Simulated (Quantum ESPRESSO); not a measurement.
# Ga3S2PSe: finding a planted mistake in a log

A calculation, not a measurement. The program is pw.x of Quantum ESPRESSO 7.5 (plane-wave density functional theory). The cell is made up: 7 atoms on a zincblende/diamond lattice with one site empty, with randomly drawn elements, strain and displacements, not relaxed. PseudoDojo standard norm-conserving files (v0.5 for PBE, v0.4.1 for LDA and PBEsol) set the functional; there is no spin polarisation, spin-orbit coupling or dispersion term, and the masses in the input are unused placeholders.

Intended input:

```
&control calculation='scf', pseudo_dir='./dojo.nc.sr.pbe.v0_5.standard.upf', outdir='./o', disk_io='low', tprnfor=.true., tstress=.true. /
&system ibrav=0, nat=7, ntyp=4, nbnd=42, ecutwfc=85.99341389, nosym=.true., tot_charge=0,
 occupations='smearing', smearing='fd', degauss=0.0018374661
/
&electrons conv_thr=7.350e-09, electron_maxstep=60, /
ATOMIC_SPECIES
Ga 1.0 Ga.upf
P 1.0 P.upf
S 1.0 S.upf
Se 1.0 Se.upf
CELL_PARAMETERS angstrom
5.4977 0.0 0.0
0.0 5.4977 0.0
0.0 0.0 5.4977
ATOMIC_POSITIONS angstrom
Ga -0.1555 -0.0825 0.0635
Ga 2.7231 -0.0191 2.9265
Ga 2.7011 2.706 0.0647
S 1.261 1.3878 1.5045
S 1.0739 4.2395 4.1413
P 3.9109 1.352 4.0136
Se 4.0776 4.0325 1.4758
K_POINTS automatic
4 4 4 1 1 1
```

The log is shortened where brackets say so; the opening notice, blank lines, dates and the lines on written files are dropped, and the path of the files is cut. It prints rydbergs, bohrs and kilobars, and counts compression as positive stress. Where no state is partly filled, the Fermi energy that it prints is only some level between the filled and the empty states on the mesh, and need not lie in the true gap.

Log of the intended run:

```
     Program PWSCF v.7.5
     Parallel version (MPI & OpenMP), running on       4 processor cores
     Number of MPI processes:                 4
     Threads/MPI process:                     1
     [start-up lines left out]
     bravais-lattice index     =            0
     lattice parameter (alat)  =      10.3891  a.u.
     unit-cell volume          =    1121.3462 (a.u.)^3
     number of atoms/cell      =            7
     number of atomic types    =            4
     number of electrons       =        72.00
     number of Kohn-Sham states=           42
     kinetic-energy cutoff     =      85.9934  Ry
     charge density cutoff     =     343.9737  Ry
     scf convergence threshold =      7.3E-09
     mixing beta               =       0.7000
     number of iterations used =            8  plain     mixing
     Exchange-correlation= PBE
                           (   1   4   3   4   0   0   0)
     [axes and pseudopotential details left out]
   Cartesian axes
     site n.     atom                  positions (alat units)
         1        Ga     tau(   1) = (  -0.0282846  -0.0150063   0.0115503  )
         2        Ga     tau(   2) = (   0.4953162  -0.0034742   0.5323135  )
         3        Ga     tau(   3) = (   0.4913145   0.4922058   0.0117686  )
         4        S      tau(   4) = (   0.2293686   0.2524328   0.2736599  )
         5        S      tau(   5) = (   0.1953362   0.7711407   0.7532786  )
         6        P      tau(   6) = (   0.7113702   0.2459210   0.7300507  )
         7        Se     tau(   7) = (   0.7416920   0.7334885   0.2684395  )
     number of k points=    32  Fermi-Dirac smearing, width (Ry)=  0.0018
                       cart. coord. in units 2pi/alat
        k(    1) = (   0.1250000   0.1250000   0.1250000), wk =   0.0625000
        k(    2) = (   0.1250000   0.1250000   0.3750000), wk =   0.0625000
     [further k points left out]
     Dense  grid:   120713 G-vectors     FFT dimensions: (  64,  64,  64)
     Estimated max dynamical RAM per process >     240.44 MB
     Estimated total dynamical RAM >     873.33 MB
     Initial potential from superposition of free atoms
     starting charge      71.9917, renormalised to      72.0000
     Starting wfcs are   48 randomized atomic wfcs
     total cpu time spent up to now is        4.0 secs
     per-process dynamical memory:   167.6 Mb
     Self-consistent Calculation
     iteration #  1     ecut=    85.99 Ry     beta= 0.70
     Davidson diagonalization with overlap
     ethr =  1.00E-02,  avg # of iterations =  4.0
     Threshold (ethr) on eigenvalues was too large:
     Diagonalizing with lowered threshold
     Davidson diagonalization with overlap
     ethr =  5.05E-04,  avg # of iterations =  2.0
     total cpu time spent up to now is       16.7 secs
     total energy              =    -759.23402348 Ry
     estimated scf accuracy    <       0.35308275 Ry
     iteration #  2     ecut=    85.99 Ry     beta= 0.70
     Davidson diagonalization with overlap
     ethr =  4.90E-04,  avg # of iterations =  3.5
     total cpu time spent up to now is       23.7 secs
     total energy              =    -759.30754852 Ry
     estimated scf accuracy    <       0.26282347 Ry
     [iterations 3 to 8 left out]
     iteration #  9     ecut=    85.99 Ry     beta= 0.70
     Davidson diagonalization with overlap
     ethr =  3.94E-10,  avg # of iterations =  2.2
     total cpu time spent up to now is       70.2 secs
     total energy              =    -759.36967468 Ry
     estimated scf accuracy    <       0.00000006 Ry
     iteration # 10     ecut=    85.99 Ry     beta= 0.70
     Davidson diagonalization with overlap
     ethr =  8.24E-11,  avg # of iterations =  2.0
     total cpu time spent up to now is       76.6 secs
     End of self-consistent calculation
     [lines on levels left out]
     the Fermi energy is     6.7449 ev
!    total energy              =    -759.36967470 Ry
     estimated scf accuracy    <          5.9E-09 Ry
     smearing contrib. (-TS)   =      -0.00000000 Ry
     internal energy E=F+TS    =    -759.36967470 Ry
     The total energy is F=E-TS. E is the sum of the following terms:
     one-electron contribution =    -450.58411515 Ry
     hartree contribution      =     266.73575102 Ry
     xc contribution           =    -190.64003663 Ry
     ewald contribution        =    -384.88127393 Ry
     convergence has been achieved in  10 iterations
     Forces acting on atoms (cartesian axes, Ry/au):
     atom    1 type  1   force =    -0.00148372    0.09218288   -0.02558464
     atom    2 type  1   force =    -0.08765675   -0.02612172   -0.03993889
     atom    3 type  1   force =    -0.04439195   -0.03812427   -0.03838136
     atom    4 type  3   force =    -0.00601987   -0.01203558   -0.00949599
     atom    5 type  3   force =     0.03942644   -0.05879592   -0.00667375
     atom    6 type  2   force =     0.09721061    0.07261062    0.07611324
     atom    7 type  4   force =     0.00291524   -0.02971600    0.04396139
     Total force =     0.229520     Total SCF correction =     0.000296
     Computing stress (Cartesian axis) and pressure
          total   stress  (Ry/bohr**3)                   (kbar)     P=        3.73
   0.00001896   0.00023468  -0.00007443            2.79       34.52      -10.95
   0.00023468   0.00007665   0.00019342           34.52       11.28       28.45
  -0.00007443   0.00019342  -0.00001960          -10.95       28.45       -2.88
     init_run     :      3.58s CPU      3.74s WALL (       1 calls)
     electrons    :     72.08s CPU     72.70s WALL (       1 calls)
     forces       :      0.98s CPU      0.99s WALL (       1 calls)
     stress       :      3.14s CPU      3.14s WALL (       1 calls)
     [timing details left out]
     PWSCF        :   1m20.04s CPU   1m20.86s WALL
     JOB DONE.
```

A second run was made from an input with one planted mistake. Its log:

```
     Program PWSCF v.7.5
     Parallel version (MPI & OpenMP), running on       4 processor cores
     Number of MPI processes:                 4
     Threads/MPI process:                     1
     [start-up lines left out]
     bravais-lattice index     =            0
     lattice parameter (alat)  =      10.3891  a.u.
     unit-cell volume          =    1121.3462 (a.u.)^3
     number of atoms/cell      =            7
     number of atomic types    =            4
     number of electrons       =        72.00
     number of Kohn-Sham states=           42
     kinetic-energy cutoff     =      85.9934  Ry
     charge density cutoff     =     343.9737  Ry
     scf convergence threshold =      5.1E-02
     mixing beta               =       0.7000
     number of iterations used =            8  plain     mixing
     Exchange-correlation= PBE
                           (   1   4   3   4   0   0   0)
     [axes and pseudopotential details left out]
   Cartesian axes
     site n.     atom                  positions (alat units)
         1        Ga     tau(   1) = (  -0.0282846  -0.0150063   0.0115503  )
         2        Ga     tau(   2) = (   0.4953162  -0.0034742   0.5323135  )
         3        Ga     tau(   3) = (   0.4913145   0.4922058   0.0117686  )
         4        S      tau(   4) = (   0.2293686   0.2524328   0.2736599  )
         5        S      tau(   5) = (   0.1953362   0.7711407   0.7532786  )
         6        P      tau(   6) = (   0.7113702   0.2459210   0.7300507  )
         7        Se     tau(   7) = (   0.7416920   0.7334885   0.2684395  )
     number of k points=    32  Fermi-Dirac smearing, width (Ry)=  0.0018
                       cart. coord. in units 2pi/alat
        k(    1) = (   0.1250000   0.1250000   0.1250000), wk =   0.0625000
        k(    2) = (   0.1250000   0.1250000   0.3750000), wk =   0.0625000
     [further k points left out]
     Dense  grid:   120713 G-vectors     FFT dimensions: (  64,  64,  64)
     Estimated max dynamical RAM per process >     240.44 MB
     Estimated total dynamical RAM >     873.33 MB
     Initial potential from superposition of free atoms
     starting charge      71.9917, renormalised to      72.0000
     Starting wfcs are   48 randomized atomic wfcs
     total cpu time spent up to now is        4.6 secs
     per-process dynamical memory:   176.3 Mb
     Self-consistent Calculation
     iteration #  1     ecut=    85.99 Ry     beta= 0.70
     Davidson diagonalization with overlap
     ethr =  1.00E-02,  avg # of iterations =  4.0
     Threshold (ethr) on eigenvalues was too large:
     Diagonalizing with lowered threshold
     Davidson diagonalization with overlap
     ethr =  5.05E-04,  avg # of iterations =  2.0
     total cpu time spent up to now is       17.7 secs
     total energy              =    -759.23402348 Ry
     estimated scf accuracy    <       0.35308275 Ry
     iteration #  2     ecut=    85.99 Ry     beta= 0.70
     Davidson diagonalization with overlap
     ethr =  4.90E-04,  avg # of iterations =  3.5
     total cpu time spent up to now is       26.1 secs
     total energy              =    -759.30754852 Ry
     estimated scf accuracy    <       0.26282347 Ry
     iteration #  3     ecut=    85.99 Ry     beta= 0.70
     Davidson diagonalization with overlap
     ethr =  3.65E-04,  avg # of iterations =  2.0
     total cpu time spent up to now is       33.2 secs
     End of self-consistent calculation
     [lines on levels left out]
     the Fermi energy is     6.6291 ev
!    total energy              =    -759.36317965 Ry
     estimated scf accuracy    <       0.01237618 Ry
     smearing contrib. (-TS)   =      -0.00000000 Ry
     internal energy E=F+TS    =    -759.36317965 Ry
     The total energy is F=E-TS. E is the sum of the following terms:
     one-electron contribution =    -450.15428039 Ry
     hartree contribution      =     266.30878897 Ry
     xc contribution           =    -190.63641429 Ry
     ewald contribution        =    -384.88127393 Ry
     convergence has been achieved in   3 iterations
     Forces acting on atoms (cartesian axes, Ry/au):
     atom    1 type  1   force =     0.01425409    0.07200362    0.04529873
     atom    2 type  1   force =    -0.09662668   -0.11179940   -0.08575446
     atom    3 type  1   force =    -0.05345720    0.02718700   -0.00920625
     atom    4 type  3   force =     0.01439482   -0.01571523   -0.01407739
     atom    5 type  3   force =     0.06044736   -0.05783946    0.00353044
     atom    6 type  2   force =     0.10460388    0.06769639    0.08204256
     atom    7 type  4   force =    -0.04361627    0.01846708   -0.02183363
     Total force =     0.270094     Total SCF correction =     0.489260
     SCF correction compared to forces is large: reduce conv_thr to get better values
     Computing stress (Cartesian axis) and pressure
          total   stress  (Ry/bohr**3)                   (kbar)     P=        5.73
   0.00005494   0.00022771  -0.00009421            8.08       33.50      -13.86
   0.00022771   0.00008777   0.00014837           33.50       12.91       21.83
  -0.00009421   0.00014837  -0.00002593          -13.86       21.83       -3.81
     init_run     :      3.64s CPU      3.78s WALL (       1 calls)
     electrons    :     28.07s CPU     28.54s WALL (       1 calls)
     forces       :      1.00s CPU      1.02s WALL (       1 calls)
     stress       :      3.17s CPU      3.17s WALL (       1 calls)
     [timing details left out]
     PWSCF        :     36.76s CPU     37.48s WALL
     JOB DONE.
```

Question: what was wrong in the second input?

Answer: the self-consistency threshold is too loose. The input lines that differ, file-writing options aside:

```
- &electrons conv_thr=7.350e-09, electron_maxstep=60, /
+ &electrons conv_thr=5.145e-02, electron_maxstep=60, /
```

|  | intended run | run with the mistake |
| --- | --- | --- |
| free energy (eV) | -10331.751 | -10331.662 |
| smearing term -TS (eV) | 0.0000 | 0.0000 |
| pressure (GPa) | 0.37 | 0.57 |
| largest force component (eV/Å) | 2.499 | 2.874 |
| largest change of a force component (eV/Å) |  | 2.203 |
| iterations | 10 | 3 |

For scale, a rerun of the intended cell at 1467 eV and a 6 x 6 x 6 mesh moved values by no more than 0.004 eV in energy, 0.02 GPa in stress and 0.002 eV/Å in force.